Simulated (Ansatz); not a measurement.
Clamped-ion strain scan in SrLiH₃

Theory: DFT PBE, scalar-relativistic, plane waves, PAW (Ansatz). Settings: plane waves to 420 eV, k-mesh 6×6×6 (Γ-centred), Gaussian smearing 0.05 eV. No spin polarisation. Energies are free energies at this smearing, counted from the undisturbed cell; pressure is positive in compression.

Zero of the scan (as given, not relaxed at this level; it stands at 0.2 GPa, and it needn't be the usual structure):

```
Li Sr H
1.0
     4.63079    0.00000    0.00000
     0.00000    4.63079    0.00000
     0.00000    0.00000    4.63079
Li Sr H
1 1 3
Direct
  0.00000 0.00000 0.00000
  0.50000 0.50000 0.50000
  0.00000 0.50000 0.50000
  0.50000 0.00000 0.50000
  0.50000 0.50000 0.00000
```

The cell is strained by ε times the Voigt pattern (0, 0, 0, 0, 1, 0) (xx, yy, zz, yz, xz, xy; engineering shear) with fractional coordinates fixed.

```tsv
ε	ΔE (meV/atom)	stress summed along the pattern (GPa, tension positive)	pressure (GPa)	gap on the mesh (eV)
-0.0200	0.1	-0.11	0.2	1.79
-0.0100	0.0	-0.05	0.2	1.81
0.0000	0.0	0.00	0.2	1.83
0.0025	0.0	0.01	0.2	1.83
0.0050	0.0	0.03	0.2	1.82
0.0075	0.0	?	0.2	1.82
0.0125	0.1	?	0.2	1.81
0.0150	0.1	0.08	0.2	1.80
0.0175	0.1	0.09	0.2	1.80
```

By symmetry 0.0200 repeats -0.0200, -0.0150 repeats 0.0150, 0.0100 repeats -0.0100, -0.0050 repeats 0.0050 in energy; the slope of the energy along the path changes sign there.

(1) Give the withheld values.

Answers

(1) stress summed along the pattern (GPa, tension positive) at ε = 0.0075: 0.04; stress summed along the pattern (GPa, tension positive) at ε = 0.0125: 0.07.